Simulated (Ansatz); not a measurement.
## Is this Mg3CdSe4 structure a true minimum?

It was reached by relaxing an invented guess, and it needn't be the stable form of this composition.

Computed with Ansatz, DFT PBE, scalar-relativistic, plane waves, PAW. Cutoff 420 eV; k points 6×6×4 on the computed 8-atom cell (Γ-centred); Gaussian smearing, width 0.02 eV; no spin polarisation.

The cell below (8 atoms, space group P-4m2 (No. 115)) is relaxed within its symmetry.

```
CELL_PARAMETERS angstrom
4.28406 0.00000 0.00000
0.00000 4.28406 0.00000
0.00000 0.00000 12.03726
ATOMIC_POSITIONS crystal
Mg 0.00000 0.00000 0.75461
Mg 0.50000 0.50000 0.00000
Mg 0.00000 0.00000 0.24539
Cd 0.50000 0.50000 0.50000
Se 0.50000 0.00000 0.12270
Se 0.00000 0.50000 0.36708
Se 0.50000 0.00000 0.63292
Se 0.00000 0.50000 0.87730
```

For the test it was strained at random (σ = 1.5 % a component), the atoms were moved at random (σ = 0.10 Å), and all was relaxed again on a coarse 4×4×1 mesh (in the run’s order of axes) with 0.10 eV smearing, with no symmetry imposed.

Question: Is the structure stable against such a distortion?

Answer: It returns, within 1 meV/atom of the unmoved cell on that mesh and with the same symmetry when read at 0.1 Å (Pmm2 at 0.01 Å, so small strains and shifts remain). No instability shows in this cell; modes of other wave vectors, which need another repeat, aren't tested.
